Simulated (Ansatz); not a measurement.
## Stability checks on a candidate for Cd3Se2S

The structure comes from a generated guess, relaxed at this level; another structure or a mixture of phases may lie lower.

Theory: Ansatz 0.2.0, DFT PBE, scalar-relativistic, plane waves, PAW. The final run on the 6-atom cell used 420 eV, a Γ-centred 12×12×4 mesh, 0.02 eV smearing and no spin polarisation.

```cif
data_structure
_symmetry_space_group_name_H-M 'P3m1'
_symmetry_Int_Tables_number 156
_cell_length_a 4.3156
_cell_length_b 4.3156
_cell_length_c 10.5861
_cell_angle_alpha 90.000
_cell_angle_beta 90.000
_cell_angle_gamma 120.000
_cell_volume 170.74
loop_
_atom_site_label
_atom_site_type_symbol
_atom_site_symmetry_multiplicity
_atom_site_Wyckoff_symbol
_atom_site_fract_x
_atom_site_fract_y
_atom_site_fract_z
_atom_site_occupancy
Cd1 Cd 1 b 0.33333 0.66667 0.00029 1
Cd2 Cd 1 c 0.66667 0.33333 0.65784 1
Cd3 Cd 1 a 0.00000 0.00000 0.34242 1
Se1 Se 1 c 0.66667 0.33333 0.91133 1
Se2 Se 1 b 0.33333 0.66667 0.25318 1
S1 S 1 a 0.00000 0.00000 0.58495 1
```

Formation energies are uncorrected and refer to the elements' standard structures at the same level.

Q: These tests were run: energy against the elements; random kick, then relaxation without symmetry; phonons on a 2×2×1 q mesh; elastic tensor. What do they show?

A:

| test | result |
| --- | --- |
| energy against the elements | −0.634 eV/atom |
| random kick, then relaxation without symmetry | returns |
| phonons on a 2×2×1 q mesh | no imaginary mode on the mesh |
| elastic tensor | least eigenvalue 9 GPa |

It fails none of these tests. Whether a mixture of other phases lies lower isn't tested here.

The reference forms of S and Se are held partly by dispersion forces, which this level lacks. The kick test ran on a coarse mesh. The run for the phonons used a 12×12×4 k mesh. The run for the elastic tensor used a 12×12×4 k mesh.
